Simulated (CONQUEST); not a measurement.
## Small calculations from the output for TiO2 (I4_1/amd, 12 atoms in the cell; from Materials Project mp-390)

```
CELL_PARAMETERS angstrom
      3.78254     0.00000     0.00000
      0.00000     3.78254     0.00000
      0.00000     0.00000     9.61502
ATOMIC_POSITIONS crystal
  Ti 0.00000 0.00000 0.00000
  Ti 0.00000 0.50000 0.25000
  Ti 0.50000 0.50000 0.50000
  Ti 0.50000 0.00000 0.75000
  O  0.00000 0.50000 0.45715
  O  0.00000 0.00000 0.20715
  O  0.50000 0.50000 0.29285
  O  0.00000 0.50000 0.04285
  O  0.50000 0.00000 0.95715
  O  0.50000 0.50000 0.70715
  O  0.00000 0.00000 0.79285
  O  0.50000 0.00000 0.54285
```

Computed with PBE, numerical atomic orbitals double-zeta with polarisation (the shipped basis), PseudoDojo norm-conserving potentials made for PBE (CONQUEST 1.3).

Main settings: basis = DZP; Diag.MPMeshX, Y, Z = 5 5 2; potentials = PseudoDojo norm-conserving PBE; Grid.GridCutoff = 140 Ha; DM.SolutionMethod = diagon; Diag.SmearingType = 1; Diag.kT = 0.000367 Ha; Diag.GammaCentred = true.

The program uses no crystal symmetry, so grid and mesh can part values that symmetry would make equal. The atom-centred basis is finite, which shifts total energies and pressures against plane waves. The structure comes from a collection of computed structures, made at another level of theory; the collection holds predicted forms beside known ones.

The cell was also run at V = 136.192 Å³ (F = -10076.73080 eV, P = 7.93 GPa) and V = 138.944 Å³ (F = -10076.82396 eV, P = 3.15 GPa), scaled uniformly; the base has V = 137.568 Å³, P = 5.35 GPa and F₀ = -10076.78761 eV.

Task: Check the pressure against the energies, and estimate the bulk modulus and the volume of zero pressure.

Result: P = −dF/dV ≈ −(-0.09316 eV)/(2.752 Å³) = 0.03385 eV/Å³; times 160.218 GPa per eV/Å³ this is 5.42 GPa, against 5.35 GPa from the stress tensor. B = −V dP/dV ≈ −137.568 × (-4.78 GPa)/(2.752 Å³) = 239 GPa at this volume. The curvature of the energies, B = V (F₊ + F₋ − 2F₀)/(ΔV/2)², gives 238 GPa. To first order the pressure vanishes at V0 ≈ V(1 + P/B) = 140.65 Å³, so all lengths change by about 0.74 %. Shape and fractional positions were held, which usually makes B too large where they are free.

Atom 11 (O, mass 16.00 u) was moved by −0.04 and +0.04 Å along y. The force on it along y was 0.090 and -0.090 eV/Å, and the free energy of the cell changed by 0.88 and 0.88 meV.

Task: Find the force constant in two ways.

Result: From the forces, k = −(F₊ − F₋)/(2u) = −(-0.090 − (0.090))/0.080 = 2.25 eV/Å². From the energies, k = (ΔE₊ + ΔE₋)/u² = 0.00176 eV/(0.04 Å)² = 1.10 eV/Å². They differ by about 51 %, more than the finite steps explain, so noise of grid, basis or mesh weighs on these numbers and neither is reliable.
